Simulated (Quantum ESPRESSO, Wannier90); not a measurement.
## Wannierisation of SrTiO3 (cubic perovskite)

```
begin unit_cell_cart
ang
    3.9127000000    0.0000000000    0.0000000000
    0.0000000000    3.9127000000    0.0000000000
    0.0000000000    0.0000000000    3.9127000000
end unit_cell_cart
begin atoms_frac
Sr   0.0000000000  0.0000000000  0.0000000000
Ti   0.5000000000  0.5000000000  0.5000000000
O    0.5000000000  0.0000000000  0.5000000000
O    0.0000000000  0.5000000000  0.5000000000
O    0.5000000000  0.5000000000  0.0000000000
end atoms_frac
```

Materials Project entry mp-5229; symmetrised, unrelaxed at this level. COD (Crystallography Open Database) records the formula in this space group. Ideal cubic forms of this type are often high-temperature phases that distort on cooling; symmetry holds the cell here, and its stability was not tested. Computed values, not measurements, from PBEsol: Quantum ESPRESSO (norm-conserving PseudoDojo potentials, cutoff 68 Ry, no spin polarisation, no spin-orbit coupling) on a Γ-centred 6×6×6 mesh, then Wannier90. Density: 8×8×8 mesh, cold smearing 0.01 Ry.

Functional, cutoff and mesh named above are those of the base row (PBEsol); the first column says what each row takes instead. Model: 14 functions from bands 12-38, start hydrogen-like Ti: d; O: p, disentangled but not localised (num_iter = 0), frozen window tied to the conduction edge or Fermi level of each row, as listed, which moves Ω_I and hoppings a little by itself. Energies are relative to the valence-band maximum; the misfit is to pw.x on a path, for states up to 2.8 eV relative to the valence-band maximum. The functional changes, each with its own PseudoDojo files and their cutoffs, on the same cell. The disentangled Ω_I can sit in another minimum from row to row.

```
functional  frozen to (eV)  Ω_I (Å²)  rms misfit (meV)  gap (eV)  bottom of band 12 (eV)  on-site O3 pz minus Ti2 dz2 (eV)  hopping modulus O5 pz – Ti2 dz2, R = 0 0 0 (eV)  hopping modulus O4 px – O3 py, R = 0 0 0 (eV)  hopping modulus Ti2 dz2 – Ti2 dz2, R = 0 0 1 (eV)
----------  --------------  --------  ----------------  --------  ----------------------  --------------------------------  -----------------------------------------------  ---------------------------------------------  -------------------------------------------------
LDA                   3.30     11.79               1.1      1.80                   -4.69                             -5.58                                            2.446                                          0.441                                              0.124
PBE                   3.39     11.57               0.9      1.90                   -4.61                             -5.53                                            2.436                                          0.439                                              0.120
PBEsol                3.34     11.74               1.1      1.84                   -4.68                             -5.59                                            2.451                                          0.444                                              0.121
```
